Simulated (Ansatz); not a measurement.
**Profile along the N–Zr line in ZrN (rock salt)**

ZrN (rock salt), conventional cell a = b = c = 4.552 Å, α = β = γ = 90.00°. The calculation uses the primitive cell of 2 atoms, to which meshes and values per cell refer.

Fields along a shortest N–Zr line of a {110} plane (2.28 Å), from N to Zr, interpolated on the slice's grid (step about 0.2 Å). Calculation: PBEsol (plane waves to 420 eV, PAW, scalar-relativistic; Ansatz, a program for electronic structure). k mesh 18×18×18. These are valence fields of a PAW run, semicore shells included where kept as valence: close to a nucleus they are smooth pseudo fields. ZrN is run without spin polarisation. ZrN was relaxed with its symmetry unable to fall.

```
distance from N (Å)  valence electron density (e/Å³)  electron localisation function
-------------------  -------------------------------  ------------------------------
0.00                                            3.50                               x
0.11                                            3.55                               x
0.23                                            3.54                               x
0.34                                            3.22                               x
0.46                                            2.55                               x
0.57                                            1.81                            0.80
0.68                                            1.23                            0.80
0.80                                            0.85                            0.73
0.91                                            0.61                            0.52
1.03                                            0.49                            0.29
1.14                                            0.47                            0.17
1.25                                            0.59                            0.20
1.37                                            0.91                            0.40
1.48                                            1.51                            0.64
1.60                                            2.37                            0.77
1.71                                            3.30                            0.78
1.82                                            3.99                               x
1.94                                            4.10                               x
2.05                                            3.62                               x
2.17                                            2.97                               x
2.28                                            2.65                               x
```

x: too close to a nucleus for the ELF to mean much.

Density on the N–Zr line (2.28 Å) at its density minimum, 1.1 Å from N: 0.47 e/Å³. ELF at that point: 0.2.
